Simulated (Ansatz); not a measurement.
Mg₂ZnO₃ in space group P-3m1 (No. 164; Mg on 2d, Zn on 1a, O on 2d, O on 1b), PBEsol in the plane-wave PAW code Ansatz. The conduction-band minimum lies at Γ, with 1 equivalent valley. Second derivatives d²E/dk² of the lowest band at one valley (eV·Å²), along Cartesian directions:

| direction | d²E/dk² |
|---|---|
| [100] | 25.11 |
| [010] | 25.11 |
| [001] | 25.34 |
| [110] | 25.11 |
| [101] | 25.23 |
| [011] | 25.23 |

Task: Find the principal effective masses, the density-of-states mass and the conductivity mass.

Result: Off-diagonal terms follow from H_xy = H[110] − (H_xx + H_yy)/2, and m*/mₑ = 7.620 eV·Å² over each eigenvalue: 0.30, 0.30, 0.30. One valley's DOS mass (m₁m₂m₃)^(1/3) = 0.30, conductivity mass 3/(Σ 1/mᵢ) = 0.30 mₑ.

Task: What effective density of states Nc follows at 300 K for parabolic valleys?

Result: Nc = 2.509e19 × 1 × (0.30)^(3/2) ≈ 4.1e18 cm⁻³.

Task: With the computed static dielectric constant 14.5 (mean of the diagonal), estimate a hydrogenic donor's binding energy and radius.

Result: E = 13.606 eV × 0.30/14.5² ≈ 19 meV; a = 0.529 Å × ε/m* ≈ 26 Å. Semilocal masses tend to be too small where the gap is.

The workflow started from a Materials Project entry (that database holds measured and hypothetical structures alike); the Crystallography Open Database copy checked does not list it. With Mg and Zn taken as one species the cell has the higher symmetry Fm-3m, so it may be an ordered model of a mixed-site phase. Its standing as an ambient phase is unchecked. Symmetry was held in the PBEsol relaxation; of distortions, only those at the zone centre were tested.

Potentials: the later of the program's two PAW sets.
